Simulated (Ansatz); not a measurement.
Sn$_{3}$Te$_{2}$Se:
Space group P-3m1 (No. 164); a = 4.3721 Å, b = 4.3721 Å, c = 10.6525 Å, α = 90.00°, β = 90.00°, γ = 120.00°

```tsv
atom	site	symmetry	x	y	z
Sn	1b	-3m.	0.0000	0.0000	0.5000
Sn	2d	3m.	0.3333	0.6667	0.1515
Te	2d	3m.	0.6667	0.3333	0.3256
Se	1a	-3m.	0.0000	0.0000	0.0000
```

Relaxed at zero pressure with PBEsol in the plane-wave PAW code Ansatz.

Q: The volume is raised by 6 % and shape and atoms relax at that volume. What pressure results, and how do the axes share the change?

A: -2.5 GPa; a 1.8 %, b 1.8 %, c 2.2 %; the energy rises by 15 meV/atom.

Q: Give the new structure.

A: 
Space group P-3m1 (No. 164); a = 4.453 Å, b = 4.453 Å, c = 10.886 Å, α = 90.00°, β = 90.00°, γ = 120.00°

| atom | site | symmetry | x | y | z |
|---|---|---|---|---|---|
| Sn | 1b | -3m. | 0.0000 | 0.0000 | 0.5000 |
| Sn | 2d | 3m. | 0.3333 | 0.6667 | 0.1519 |
| Te | 2d | 3m. | 0.6667 | 0.3333 | 0.3264 |
| Se | 1a | -3m. | 0.0000 | 0.0000 | 0.0000 |

The phase is kept; no other phase was compared at this pressure.

The first step of the workflow began from a Materials Project structure, measured or hypothetical; the Crystallography Open Database copy checked does not list it. Whether it is the stable phase at ambient conditions was not checked. The cell was relaxed with PBEsol under the symmetry of its start; of distortions, only those at the zone centre were tested. Scalar-relativistic: spin–orbit coupling is off unless named, which matters more the heavier the elements.

Potentials: the later of the program's two PAW sets.
